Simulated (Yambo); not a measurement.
Yambo run on TiCdO$_{3}$ (space group R-3, No. 148). The wavefunctions are norm-conserving PBEsol (Quantum ESPRESSO, 102 Ry, without SOC) ones on a 2×2×2 mesh (50 occupied bands); a = 5.823 Å, b = 5.823 Å, c = 5.823 Å, α = 53.70°, β = 53.70°, γ = 53.70°.

Yambo input:

```
rim_cut
gw0
dyson
el_el_corr
HF_and_locXC
cohsex
em1s
RandQpts= 1000000
RandGvec= 1 Ry
EXXRLvcs= 102 Ry
VXCRLvcs= 408 Ry
Chimod= "HARTREE"
% BndsRnXs
 11 | 200 |
%
NGsBlkXs= 7 Ry
% LongDrXs
 1.0 | 1.0 | 1.0 |
%
ExtendOut
% QPkrange
 1 | 1 | 50 | 51 |
 3 | 3 | 50 | 50 |
%
```

k points by index: 1 = Γ, 3 = F.

The o-*.qp file then holds:

```
#    K-point    Band    Eo [eV]    E [eV]    E-Eo [eV]    Vxc [eV]    Vnlxc [eV]    Sc|Eo [eV]    Re(Z)    Im(Z)
#
    1    50    -0.009137    -2.064271    -2.055134    -20.79345    -25.73600    2.887424    1.000000    0.000000
    1    51    3.060939    2.999391    -0.061548    -16.59668    -10.87581    -5.782425    1.000000    0.000000
    3    50    0.000000    -2.038941    -2.038941    -20.55557    -25.45771    2.863199    1.000000    0.000000
```
(The two width columns are left out.) Convergence of these settings isn't established.

Geometry of the Materials Project entry, not relaxed at this level.
